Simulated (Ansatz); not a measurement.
**MgZn₃: a fit and a missing row**

MgZn₃, P-6m2, a = 2.932 Å, c = 8.618 Å. The structure is a Materials Project entry; whether it is the stable form wasn't checked. Ansatz: r2SCAN, PAW, 500 eV, Γ-centred 18×18×6 mesh on 4 atoms, Gaussian smearing 0.10 eV; no spin polarisation. Shape and atoms are relaxed at each volume; pressure is positive in compression.

```tsv
V (Å³/atom)	P (GPa)
15.078	4.64
15.559	2.11
16.040	-0.01
16.522	?
17.003	-3.16
```

Task: Take V0 = 16.040 Å³/atom, count pressures from its P0 = -0.01 GPa, fit the third-order Birch–Murnaghan form to the other rows, and predict the missing pressure.

Result: With the Eulerian strain f = ½[(V0/V)^(2/3) − 1] and y = (P − P0)/[3f(1 + 2f)^(5/2)], the form is the line y = B0 + 1.5 B0 (B0′ − 4) f. Rows (f, y): 0.02105, 66.4; 0.01025, 65.5; -0.01906, 60.7. Means f = 0.004080, y = 64.200; Σ(Δf)² = 0.0008615, ΣΔfΔy = 0.1263; the slope is their ratio. y = 63.60 + 146.7 f GPa, so B0 = 63.6 GPa and B0′ = 4 + 2 × (146.7)/(3 × 63.60) = 5.54. At V = 16.522, f = -0.00977, y = 62.17 and P = -1.74 GPa. The run gave -1.75 GPa, so the fit is 0.01 GPa too high, within the rms miss on the fitted rows (0.01 GPa).

Cost: 5 runs of about 17 core-minutes in all, on Arm Neoverse V2 (shared hosts).